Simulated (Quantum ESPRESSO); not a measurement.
# Mg2AlS3F: input and log of a self-consistent run

Computed values, not a measurement. The program is pw.x of Quantum ESPRESSO 7.5 (plane-wave density functional theory). The cell is made up: 7 atoms on a zincblende/diamond lattice with one site empty, with randomly drawn elements, strain and displacements, not relaxed. PseudoDojo standard norm-conserving files (v0.5 for PBE, v0.4.1 for LDA and PBEsol) set the functional; there is no spin polarisation, spin-orbit coupling or dispersion term, and the masses in the input are unused placeholders.

Input:

```
&control calculation='scf', pseudo_dir='./dojo.nc.sr.pbe.v0_5.standard.upf', outdir='./o', disk_io='medium', tprnfor=.true., tstress=.true. /
&system ibrav=0, nat=7, ntyp=4, nbnd=30, ecutwfc=84.00895049, nosym=.true., tot_charge=0,
 occupations='smearing', smearing='fd', degauss=0.0018374661
/
&electrons conv_thr=7.350e-09, electron_maxstep=60, /
ATOMIC_SPECIES
Al 1.0 Al.upf
F 1.0 F.upf
Mg 1.0 Mg.upf
S 1.0 S.upf
CELL_PARAMETERS angstrom
5.4915 -0.0278 -0.0143
-0.0278 5.4003 -0.0777
-0.0143 -0.0777 5.3942
ATOMIC_POSITIONS angstrom
Mg 0.0681 0.0488 0.1066
Mg 2.7764 0.0512 2.6769
Al 2.781 2.6506 -0.0399
S 1.4316 1.3436 1.3696
S 1.3274 3.993 4.0669
F 4.1622 1.3181 3.9961
S 4.021 4.0086 1.3313
K_POINTS automatic
4 4 4 1 1 1
```

The log is shortened where brackets say so; the opening notice, blank lines, dates and the lines on written files are dropped, and the path of the files is cut. It prints rydbergs, bohrs and kilobars, and counts compression as positive stress. With no partly filled state, the Fermi energy that it prints is only some level between the filled and the empty states on the mesh, and need not lie in the true gap.

```
     Program PWSCF v.7.5
     Parallel version (MPI & OpenMP), running on       1 processor cores
     Number of MPI processes:                 1
     Threads/MPI process:                     1
     [start-up lines left out]
     bravais-lattice index     =            0
     lattice parameter (alat)  =      10.3776  a.u.
     unit-cell volume          =    1079.2648 (a.u.)^3
     number of atoms/cell      =            7
     number of atomic types    =            4
     number of electrons       =        48.00
     number of Kohn-Sham states=           30
     kinetic-energy cutoff     =      84.0090  Ry
     charge density cutoff     =     336.0358  Ry
     scf convergence threshold =      7.3E-09
     mixing beta               =       0.7000
     number of iterations used =            8  plain     mixing
     Exchange-correlation= PBE
                           (   1   4   3   4   0   0   0)
     [axes and pseudopotential details left out]
   Cartesian axes
     site n.     atom                  positions (alat units)
         1        Mg     tau(   1) = (   0.0124008   0.0088863   0.0194115  )
         2        Mg     tau(   2) = (   0.5055732   0.0093233   0.4874545  )
         3        Al     tau(   3) = (   0.5064108   0.4826654  -0.0072657  )
         4        S      tau(   4) = (   0.2606896   0.2446651   0.2493996  )
         5        S      tau(   5) = (   0.2417151   0.7271120   0.7405689  )
         6        F      tau(   6) = (   0.7579227   0.2400216   0.7276765  )
         7        S      tau(   7) = (   0.7322107   0.7299527   0.2424253  )
     number of k points=    32  Fermi-Dirac smearing, width (Ry)=  0.0018
                       cart. coord. in units 2pi/alat
        k(    1) = (   0.1259953   0.1296243   0.1294580), wk =   0.0625000
        k(    2) = (   0.1266768   0.1332906   0.3840262), wk =   0.0625000
     [further k points left out]
     Dense  grid:   112349 G-vectors     FFT dimensions: (  64,  60,  60)
     Estimated max dynamical RAM per process >     132.66 MB
     Initial potential from superposition of free atoms
     starting charge      47.9958, renormalised to      48.0000
     Starting wfcs are   30 randomized atomic wfcs
     total cpu time spent up to now is       10.9 secs
     per-process dynamical memory:    94.4 Mb
     Self-consistent Calculation
     iteration #  1     ecut=    84.01 Ry     beta= 0.70
     Davidson diagonalization with overlap
     ethr =  1.00E-02,  avg # of iterations =  5.2
     total cpu time spent up to now is       39.1 secs
     total energy              =    -357.83637120 Ry
     estimated scf accuracy    <       0.65594095 Ry
     iteration #  2     ecut=    84.01 Ry     beta= 0.70
     Davidson diagonalization with overlap
     ethr =  1.37E-03,  avg # of iterations =  2.0
     total cpu time spent up to now is       60.9 secs
     total energy              =    -357.97907312 Ry
     estimated scf accuracy    <       0.45092528 Ry
     iteration #  3     ecut=    84.01 Ry     beta= 0.70
     Davidson diagonalization with overlap
     ethr =  9.39E-04,  avg # of iterations =  2.0
     total cpu time spent up to now is       80.8 secs
     total energy              =    -358.07713393 Ry
     estimated scf accuracy    <       0.03656275 Ry
     iteration #  4     ecut=    84.01 Ry     beta= 0.70
     Davidson diagonalization with overlap
     ethr =  7.62E-05,  avg # of iterations =  5.5
     total cpu time spent up to now is      102.9 secs
     total energy              =    -358.08554565 Ry
     estimated scf accuracy    <       0.00250069 Ry
     iteration #  5     ecut=    84.01 Ry     beta= 0.70
     Davidson diagonalization with overlap
     ethr =  5.21E-06,  avg # of iterations =  5.6
     total cpu time spent up to now is      126.5 secs
     total energy              =    -358.08585562 Ry
     estimated scf accuracy    <       0.00042971 Ry
     iteration #  6     ecut=    84.01 Ry     beta= 0.70
     Davidson diagonalization with overlap
     ethr =  8.95E-07,  avg # of iterations =  2.0
     total cpu time spent up to now is      151.2 secs
     total energy              =    -358.08594906 Ry
     estimated scf accuracy    <       0.00003873 Ry
     iteration #  7     ecut=    84.01 Ry     beta= 0.70
     Davidson diagonalization with overlap
     ethr =  8.07E-08,  avg # of iterations =  2.0
     total cpu time spent up to now is      171.0 secs
     total energy              =    -358.08595585 Ry
     estimated scf accuracy    <       0.00000229 Ry
     iteration #  8     ecut=    84.01 Ry     beta= 0.70
     Davidson diagonalization with overlap
     ethr =  4.78E-09,  avg # of iterations =  2.5
     total cpu time spent up to now is      193.6 secs
     total energy              =    -358.08595666 Ry
     estimated scf accuracy    <       0.00000031 Ry
     iteration #  9     ecut=    84.01 Ry     beta= 0.70
     Davidson diagonalization with overlap
     ethr =  6.51E-10,  avg # of iterations =  2.0
     total cpu time spent up to now is      213.2 secs
     total energy              =    -358.08595672 Ry
     estimated scf accuracy    <       0.00000006 Ry
     iteration # 10     ecut=    84.01 Ry     beta= 0.70
     Davidson diagonalization with overlap
     ethr =  1.26E-10,  avg # of iterations =  2.0
     total cpu time spent up to now is      234.4 secs
     End of self-consistent calculation
          k = 0.1260 0.1296 0.1295 ( 14010 PWs)   bands (ev):
   -71.9156 -71.8745 -38.7301 -38.6834 -38.6720 -38.6616 -38.6494 -38.6303
   -19.8523  -9.1294  -8.3671  -8.0028  -2.4632  -1.8241  -1.3178  -1.0734
    -0.2516   0.3456   0.6864   0.8732   1.1595   2.0320   2.3069   2.4381
     4.6590   6.4609   6.9715   7.1538   7.7746   8.7997
     [levels at the other k points left out]
     the Fermi energy is     4.0617 ev
!    total energy              =    -358.08595673 Ry
     estimated scf accuracy    <          4.3E-09 Ry
     smearing contrib. (-TS)   =      -0.00000000 Ry
     internal energy E=F+TS    =    -358.08595673 Ry
     The total energy is F=E-TS. E is the sum of the following terms:
     one-electron contribution =    -263.38919044 Ry
     hartree contribution      =     137.90473715 Ry
     xc contribution           =     -63.83425131 Ry
     ewald contribution        =    -168.76725214 Ry
     convergence has been achieved in  10 iterations
     Forces acting on atoms (cartesian axes, Ry/au):
     atom    1 type  3   force =    -0.04088553   -0.01510120   -0.02468406
     atom    2 type  3   force =     0.01253899   -0.00832441    0.05580203
     atom    3 type  1   force =    -0.02340928    0.03283097    0.00093014
     atom    4 type  4   force =     0.02588204    0.08274314   -0.02426811
     atom    5 type  4   force =     0.05070459   -0.04449330   -0.01403108
     atom    6 type  2   force =    -0.05345493   -0.00630438    0.04487468
     atom    7 type  4   force =     0.02862413   -0.04135081   -0.03862360
     Total force =     0.171058     Total SCF correction =     0.000118
     Computing stress (Cartesian axis) and pressure
          total   stress  (Ry/bohr**3)                   (kbar)     P=      -18.14
  -0.00010858  -0.00004520   0.00005075          -15.97       -6.65        7.47
  -0.00004520  -0.00017097   0.00014967           -6.65      -25.15       22.02
   0.00005075   0.00014967  -0.00009046            7.47       22.02      -13.31
     init_run     :     10.43s CPU     10.72s WALL (       1 calls)
     electrons    :    211.19s CPU    223.55s WALL (       1 calls)
     forces       :      2.79s CPU      2.84s WALL (       1 calls)
     stress       :     10.34s CPU     10.42s WALL (       1 calls)
     [timing details left out]
     PWSCF        :   3m54.96s CPU   4m 7.92s WALL
     JOB DONE.
```

In other units: free energy -4872.008 eV for the cell, pressure -1.81 GPa, largest force component 2.127 eV/Å. A rerun of this cell at 1437 eV and a 6 x 6 x 6 mesh moved values by no more than 0.002 eV in energy, 0.02 GPa in stress and 0.003 eV/Å in force.